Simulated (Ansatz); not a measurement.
This guess for Sb2P3H is about to be relaxed.

```
Sb H P
1.0
     4.66071    0.00000    0.00000
    -2.33036    4.03630    0.00000
     0.00000    0.00000    7.39236
Sb H P
2 1 3
Direct
  0.33333 0.66667 0.24925
  0.66667 0.33333 0.75075
  0.00000 0.00000 0.00000
  0.33333 0.66667 0.65101
  0.66667 0.33333 0.34899
  0.00000 0.00000 0.50000
```

All numbers below come from DFT PBE, scalar-relativistic, plane waves, PAW in Ansatz. Cutoff 420 eV, Gaussian smearing, Γ-centred meshes. Cell and atoms relax first on a coarse mesh and then on a finer one. In between, the cell is made exact in the group found at 0.06 Å. In metals the finer mesh still leaves noise of several meV/atom or more. The steps can't lower the symmetry of their start. No spin polarisation.

A guess keeps its type if space group and coordination stay and the shape of the cell changes little (axis ratios within about 15 %, angles within 6°); the volume may change.

Question: Will the relaxed cell still be of the starting type?

Answer: It doesn't keep its type. The symmetry stays P-3m1 (No. 164). The volume per atom shrinks by 24.7 %, from 23.2 to 17.4 Å³. The shortest distance goes from 2.79 Å (Sb–P) to 2.51 Å (P–P). The ratio c/a of the conventional cell changes by a factor of 1.60. Counting neighbours within 15 % of an atom's shortest distance, the start has H 14, P 7/12, Sb 4 and the end H 6, P 6, Sb 6. In detail, at the end Sb is surrounded by 3 H at 2.54 Å and 3 P at 2.75 Å; around H lie 6 Sb at 2.54 Å; P on a site of symmetry 3m is surrounded by 3 P at 2.51 Å and 3 Sb at 2.75 Å; 1 more site not described.

```
Sb H P
1.0
     3.62724    0.00000    0.00000
    -1.81362    3.14128    0.00000
     0.00000    0.00000    9.18677
Sb H P
2 1 3
Direct
  0.33333 0.66667 0.15635
  0.66667 0.33333 0.84364
  0.00000 0.00000 0.00000
  0.33333 0.66667 0.65020
  0.66667 0.33333 0.34980
  0.00000 0.00000 0.50000
```

Energies over the elements count from the elements' standard structures at the same level (H₂ as a molecule), with no fitted energy shifts. The references include black phosphorus.

Question: At what energy does it end?

Answer: +0.37 eV/atom. It can't be a ground state, since the elements alone are lower.

The last run used a 12×12×6 mesh (in the run's order of axes) for its 6-atom cell and Gaussian smearing of 0.10 eV. Spin–orbit coupling, which can matter for Sb, is left out. The reference form of P is held partly by dispersion forces, which this level lacks. With hydrogen, zero-point motion can shift formation energies by some tens of meV/atom. A structure relaxed within its symmetry needn't be a true minimum. Another cell of Sb2P3H relaxed alike, in P-4m2, lies 81 meV/atom lower, so this cell isn't the stable form at this level.

In counts of neighbours, a slash parts the counts of unlike sites.
